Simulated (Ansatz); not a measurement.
## The bulk modulus of Si2W from a series of volumes

Reference cell: a COD entry, its atoms then relaxed with PBE in this cell.

```
Si W
1.0
    -1.60690    1.60690    3.91495
     1.60690   -1.60690    3.91495
     1.60690    1.60690   -3.91495
Si W
2 1
Direct
  0.33439 0.33439 0.00000
  0.66561 0.66561 0.00000
  0.00000 0.00000 0.00000
```

Atoms are numbered from 1 in the order listed; like atoms form one site, named after its first atom.

Computed with Ansatz: DFT, PBE, plane waves and PAW, scalar-relativistic, 420 eV cutoff, Γ-centred 20×20×20 k-points, Fermi–Dirac smearing 0.05 eV.

The cell is scaled uniformly, and the ions relax again at each size.

| V/V₀ | pressure (GPa) |
| --- | --- |
| 0.94 | 19.7 |
| 0.96 | 13.6 |
| 0.98 | ? |
| 1.00 | 3.2 |
| 1.02 | -1.2 |
| 1.04 | -5.2 |
| 1.06 | -8.7 |

Task: Estimate the row at V/V₀ = 0.98 and the bulk modulus.

Result: pressure (GPa): 8.1. Worked: a parabola in ln(V/V₀) through the other 6 rows gives 8.2 GPa there. It crosses zero pressure at V/V₀ = 1.014, the equilibrium volume of this functional, where the bulk modulus is B = −dP/d ln V = 220 GPa. The shape of the cell is held, so in this non-cubic crystal both values are those of uniform scaling, and B is an upper bound to the hydrostatic one.
